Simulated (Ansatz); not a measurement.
Polymorphs of LiF, each relaxed with the program Ansatz at the r²SCAN level (PAW):

A: P6_3/mmc
a = 3.280 Å, b = 3.280 Å, c = 3.997 Å, α = 90.00°, β = 90.00°, γ = 120.00°

| atom | site | symmetry | x | y | z |
|---|---|---|---|---|---|
| Li | 2d | -6m2 | 0.6667 | 0.3333 | 0.2500 |
| F | 2c | -6m2 | 0.3333 | 0.6667 | 0.2500 |

B: zinc blende (F-43m)
a = b = c = 4.289 Å, α = β = γ = 90.00°

```csv
atom,site,symmetry,x,y,z
Li,4a,-43m,0.0000,0.0000,0.0000
F,4d,-43m,0.7500,0.7500,0.7500
```

Question: Rank these by energy per atom at 0 K (lowest first), as r²SCAN gives it.

Answer: A (+0 meV/atom), B (+19 meV/atom)

Question: Give each one's gap.

Answer: A 8.54 eV; B 8.67 eV.

Typed or built starts, not in the databases checked: A; B. Not the usual ambient phase: A; B. All cells were relaxed under the symmetry of their starts (and spin orders); stability against distortions was not tested throughout.

Energies hold the estimated change up to a 700 eV cutoff; steps of a few meV lie near the error of the meshes.

Potentials: the earlier of the program's two PAW sets.
